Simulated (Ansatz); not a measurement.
Rh:
Space group P6₃/mmc (No. 194); a = 2.6881 Å, b = 2.6881 Å, c = 4.3315 Å, α = 90.00°, β = 90.00°, γ = 120.00°

```tsv
atom	site	symmetry	x	y	z
Rh	2c	-6m2	0.3333	0.6667	0.2500
```

Relaxed at zero pressure with the program Ansatz at the PBEsol level (PAW).

Task: The volume is lowered by 6 % and shape and atoms relax at that volume. What pressure results, and how do the axes share the change?

Result: 21.2 GPa; a -2.1 %, b -2.1 %, c -1.9 %; the energy rises by 51 meV/atom.

Task: Give the new structure.

Result: 
Space group P6₃/mmc (No. 194); a = 2.632 Å, b = 2.632 Å, c = 4.248 Å, α = 90.00°, β = 90.00°, γ = 120.00°

```tsv
atom	site	symmetry	x	y	z
Rh	2c	-6m2	0.3333	0.6667	0.2500
```

The phase is kept; no other phase was compared at this pressure.

Space group P6_3/mmc (hcp (Mg type)). The first step of the workflow began from a Materials Project structure, measured or hypothetical; the Crystallography Open Database copy checked does not list it. It is not the phase usual at ambient conditions (space group No. 225). The cell was relaxed with PBEsol under the symmetry of its start; its stability against distortions is not shown here. No spin polarisation was allowed. Axis ratios of metals converge slowly with the k-mesh, so a and c are less sure than the volume.

Potentials: the later of the program's two PAW sets.
